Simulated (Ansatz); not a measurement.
Ti$_{3}$InC:
```cif
data_CInTi3
_chemical_formula_sum 'Ti3 In1 C1'
_space_group_name_H-M_alt 'Pm-3m'
_space_group_IT_number 221
_space_group_name_Hall '-P 4 2 3'
_cell_length_a 4.23198
_cell_length_b 4.23198
_cell_length_c 4.23198
_cell_angle_alpha 90.000
_cell_angle_beta 90.000
_cell_angle_gamma 90.000
loop_
_atom_site_label
_atom_site_type_symbol
_atom_site_symmetry_multiplicity
_atom_site_Wyckoff_symbol
_atom_site_fract_x
_atom_site_fract_y
_atom_site_fract_z
_atom_site_occupancy
Ti1 Ti 3 c 0.00000 0.50000 0.50000 1
In1 In 1 a 0.00000 0.00000 0.00000 1
C1 C 1 b 0.50000 0.50000 0.50000 1
```

Relaxed with r²SCAN.

**Question.** Which orbitals make up the states near the Fermi level in r²SCAN in the plane-wave PAW code Ansatz?

**Answer.** Within 0.5 eV of the Fermi level: Ti 3d 94 %. Projections are on Löwdin-orthogonalised atomic valence shells; empty p or d shells of many metals are not among them.

**Question.** Tabulate the density of states.

**Answer.** States/eV per cell of 5 atoms, in 0.25 eV bins, energy from the Fermi level.

| E (eV) | total | Ti 3d | C 2p | In 5p |
|---|---|---|---|---|
| -7.85 | 0.31 | 0.07 | 0.00 | 0.00 |
| -7.60 | 0.71 | 0.12 | 0.02 | 0.01 |
| -7.35 | 1.51 | 0.15 | 0.09 | 0.03 |
| -7.10 | 1.52 | 0.14 | 0.11 | 0.07 |
| -6.85 | 1.34 | 0.14 | 0.10 | 0.09 |
| -6.60 | 1.16 | 0.17 | 0.09 | 0.09 |
| -6.35 | 1.00 | 0.22 | 0.06 | 0.07 |
| -6.10 | 0.45 | 0.15 | 0.01 | 0.02 |
| -5.85 | 0.00 | 0.00 | 0.00 | 0.00 |
| -5.60 | 0.02 | 0.00 | 0.01 | 0.00 |
| -5.35 | 1.88 | 0.60 | 0.80 | 0.17 |
| -5.10 | 2.12 | 0.66 | 0.88 | 0.20 |
| -4.85 | 2.26 | 0.70 | 0.93 | 0.23 |
| -4.60 | 2.43 | 0.75 | 0.97 | 0.29 |
| -4.35 | 2.84 | 0.89 | 1.03 | 0.44 |
| -4.10 | 1.96 | 0.65 | 0.85 | 0.19 |
| -3.85 | 1.97 | 0.69 | 0.90 | 0.15 |
| -3.60 | 2.19 | 0.79 | 1.06 | 0.12 |
| -3.35 | 2.21 | 0.79 | 1.12 | 0.11 |
| -3.10 | 2.22 | 0.76 | 1.14 | 0.14 |
| -2.85 | 4.61 | 1.78 | 1.68 | 0.77 |
| -2.60 | 3.77 | 1.47 | 0.83 | 1.14 |
| -2.35 | 3.19 | 1.33 | 0.30 | 1.35 |
| -2.10 | 3.57 | 1.62 | 0.19 | 1.56 |
| -1.85 | 7.39 | 4.52 | 0.17 | 2.43 |
| -1.60 | 3.27 | 2.43 | 0.11 | 0.61 |
| -1.35 | 0.50 | 0.47 | 0.01 | 0.01 |
| -1.10 | 1.42 | 1.34 | 0.03 | 0.01 |
| -0.85 | 1.96 | 1.83 | 0.04 | 0.01 |
| -0.60 | 2.37 | 2.22 | 0.05 | 0.01 |
| -0.35 | 3.09 | 2.90 | 0.05 | 0.01 |
| -0.10 | 3.14 | 2.98 | 0.03 | 0.02 |
| 0.15 | 3.13 | 3.01 | 0.02 | 0.03 |
| 0.40 | 4.88 | 4.50 | 0.10 | 0.06 |
| 0.65 | 9.89 | 8.69 | 0.32 | 0.28 |
| 0.90 | 3.85 | 3.38 | 0.13 | 0.15 |
| 1.15 | 4.64 | 4.11 | 0.12 | 0.17 |
| 1.40 | 4.92 | 4.50 | 0.08 | 0.07 |
| 1.65 | 7.66 | 7.32 | 0.04 | 0.05 |
| 1.90 | 10.01 | 9.37 | 0.03 | 0.13 |
| 2.15 | 2.11 | 2.05 | 0.00 | 0.01 |
| 2.40 | 1.52 | 1.48 | 0.01 | 0.01 |
| 2.65 | 2.41 | 2.23 | 0.05 | 0.09 |
| 2.90 | 4.37 | 3.76 | 0.17 | 0.23 |
| 3.15 | 7.59 | 5.96 | 0.58 | 0.52 |

The workflow started from a Materials Project entry (that database holds measured and hypothetical structures alike); the Crystallography Open Database copy checked does not list it. Whether it is the stable phase at ambient conditions was not checked. The cell was relaxed with r²SCAN under the symmetry of its start; whether a distortion lowers the energy is not shown. No spin polarisation was allowed. Scalar-relativistic: spin–orbit coupling is off unless named, which matters more the heavier the elements.

Potentials: the earlier of the program's two PAW sets.
